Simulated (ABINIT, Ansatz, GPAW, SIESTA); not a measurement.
**InSb3: programs and potentials compared**

```
Sb In
1.0
     4.80637    0.00000    0.00000
     0.00000    4.80637    0.00000
     0.00000    0.00000    4.80637
Sb In
3 1
Direct
  0.51050 0.48869 0.99375
  0.00030 0.50846 0.50419
  0.50096 0.99871 0.50049
  0.99574 0.99724 0.00411
```

The cell comes from a database or a generator and needn't be the stable form of this composition.

Atoms were shifted at random by some hundredths of an Å from the given cell, which wasn't relaxed again for these runs.

Alike in all runs: task single point; functional PBE; k mesh 6 × 6 × 6; occupations fermi-dirac, width 0.05 eV; no spin polarisation; no spin-orbit coupling. A missing gap at this level doesn't show that the real crystal is a metal. Pressure is positive in compression and, in plane waves, holds the error of the finite cutoff, which Ansatz's Pulay term estimates and takes out.

```tsv
program and potentials	plane-wave cutoff (eV)	notes	band gap (eV)	pressure (GPa)	largest force (eV/Å)	energy over the undisturbed cell (meV/atom)
Ansatz, Ansatz PAW	420	Pulay term of +0.04 GPa included	no gap	0.24	0.091	0.15
GPAW, GPAW PAW data sets (gpaw-data 1.2.1)	600	-	?	?	?	-
SIESTA, files PseudoDojo sr-pbe-0.4.1-standard, DZP (energy shift 0.003 Ry; two zetas on semicore shells)	-	atomic basis	no gap	1.78	0.117	0.78
ABINIT, JTH PAW PBE v2.0	599	-	no gap	0.24	0.100	0.26
```

Question: Estimate from the other rows what the run with GPAW, GPAW PAW data sets (gpaw-data 1.2.1) gave.

Answer: No band gap; pressure -0.04 GPa; largest force 0.087 eV/Å. The other rows, which needn't bracket it: pressure 0.24 to 1.78; largest force 0.091 to 0.117; energy over the undisturbed cell 0.15 to 0.78.
